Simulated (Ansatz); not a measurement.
This MgZn₂O₆ structure is the end of a relaxation. The cell was found from a structure generator's guess, not taken from experiment.

Method: DFT PBE, scalar-relativistic, plane waves, PAW in Ansatz. Cutoff 420 eV, Γ-centred mesh, Gaussian smearing, collinear spin.

```yaml
crystal:
  lattice:
    - [0.00000, 3.86136, 3.86136]
    - [3.86136, 0.00000, 3.86136]
    - [3.86136, 3.86136, 0.00000]
  atoms:
    - { symbol: Mg, position: [0.00000, 0.00000, 0.00000] }
    - { symbol: Zn, position: [0.75000, 0.75000, 0.75000] }
    - { symbol: Zn, position: [0.25000, 0.25000, 0.25000] }
    - { symbol: O, position: [0.50000, 0.00000, 0.00000] }
    - { symbol: O, position: [0.00000, 0.50000, 0.00000] }
    - { symbol: O, position: [0.00000, 0.00000, 0.50000] }
    - { symbol: O, position: [0.00000, 0.50000, 0.50000] }
    - { symbol: O, position: [0.50000, 0.00000, 0.50000] }
    - { symbol: O, position: [0.50000, 0.50000, 0.00000] }
```

The zero of energy is the elements' standard structures at the same level (O₂ as a molecule); no fitted shifts are applied.

(1) Find its symmetry and describe it.

(2) What is its formation energy per atom?

(3) Is it a metal?

(4) Which magnetic moments does it keep?

(5) From what recipe could a structure generator have reached it?

Answers

(1) Fm-3m (No. 225). Conventional cell: a = 7.723 Å. Around Mg lie 12 O at 2.73 Å; Zn is surrounded by 6 O at 1.93 Å; O is surrounded by 2 Zn at 1.93 Å, 2 Mg at 2.73 Å and 8 O at 2.73 Å.

(2) −0.21 eV/atom. Whether it is stable depends on the other phases of the system, which aren't compared here.

(3) Yes, bands cross the Fermi level on the 8×8×8 mesh.

(4) 0.50 μB per atom net, the space between the atoms included; by site: O 0.7 (×6) μB.

(5) One such recipe: perovskite family, tilts a0a0a0, rock order on A (Fm-3m, No. 225). Other recipes can lead to the same cell.

The last run used collinear spin, an 8×8×8 mesh for its 9-atom cell and Gaussian smearing of 0.10 eV. The magnetic state reached may not be the lowest. A structure relaxed within its symmetry needn't be a true minimum.
